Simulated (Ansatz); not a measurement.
YC₂:
```
CELL_PARAMETERS angstrom
     -1.83734     1.83734     3.09366
      1.83734    -1.83734     3.09366
      1.83734     1.83734    -3.09366
ATOMIC_POSITIONS crystal
  Y  0.00000 0.00000 0.00000
  C  0.39554 0.39554 0.00000
  C  0.60446 0.60446 0.00000
```

Relaxed with r²SCAN.

**Question.** Map the electron localisation function on the plane through (0.000, 0.000, 0.000) spanned by u = [1, 1, 0] and v = [1, -1, 0] in lattice vectors, from plane-wave PAW r²SCAN (Ansatz code).

**Answer.** x is the fraction of u, y of v (the angle between them is 90°; rows are the nearest grid lines); atoms in the plane: Y at (0.00, 0.00), Y at (0.50, 0.50), C at (0.40, 0.00), C at (0.90, 0.50), C at (0.10, 0.50), C at (0.60, 0.00).
```
y \ x   0.000  0.0968  0.194  0.258  0.355  0.452  0.548  0.645  0.742  0.806  0.903   1.00
------  -----  ------  -----  -----  -----  -----  -----  -----  -----  -----  -----  -----
1.00    0.308   0.853  0.157  0.892  0.429  0.598  0.598  0.429  0.892  0.157  0.853  0.308
0.923   0.775   0.845  0.131  0.850  0.714  0.703  0.703  0.714  0.850  0.131  0.845  0.775
0.846   0.807   0.500  0.093  0.616  0.790  0.674  0.674  0.790  0.616  0.093  0.500  0.807
0.769   0.103   0.085  0.130  0.179  0.376  0.187  0.187  0.376  0.179  0.130  0.085  0.103
0.692   0.470   0.604  0.626  0.261  0.063  0.347  0.347  0.063  0.261  0.626  0.604  0.470
0.615   0.784   0.648  0.881  0.627  0.272  0.861  0.861  0.272  0.627  0.881  0.648  0.784
0.538   0.884   0.090  0.915  0.764  0.563  0.739  0.739  0.563  0.764  0.915  0.090  0.884
0.462   0.884   0.090  0.915  0.764  0.563  0.739  0.739  0.563  0.764  0.915  0.090  0.884
0.385   0.784   0.648  0.881  0.627  0.272  0.861  0.861  0.272  0.627  0.881  0.648  0.784
0.308   0.470   0.604  0.626  0.261  0.063  0.347  0.347  0.063  0.261  0.626  0.604  0.470
0.231   0.103   0.085  0.130  0.179  0.376  0.187  0.187  0.376  0.179  0.130  0.085  0.103
0.154   0.807   0.500  0.093  0.616  0.790  0.674  0.674  0.790  0.616  0.093  0.500  0.807
0.0769  0.775   0.845  0.131  0.850  0.714  0.703  0.703  0.714  0.850  0.131  0.845  0.775
0.000   0.308   0.853  0.157  0.892  0.429  0.598  0.598  0.429  0.892  0.157  0.853  0.308
```

The density is the valence pseudo-density with augmentation charge, so density and ELF within about 1 Å of a nucleus are not all-electron values.

Space group I4/mmm (MoSi2 or CaC2 type). The workflow started from an entry of the Crystallography Open Database (COD). Whether it is the stable phase at ambient conditions was not checked. The r²SCAN relaxation kept the symmetry of its start; its stability against distortions is not shown here. No spin polarisation was allowed.

Potentials: the later of the program's two PAW sets.
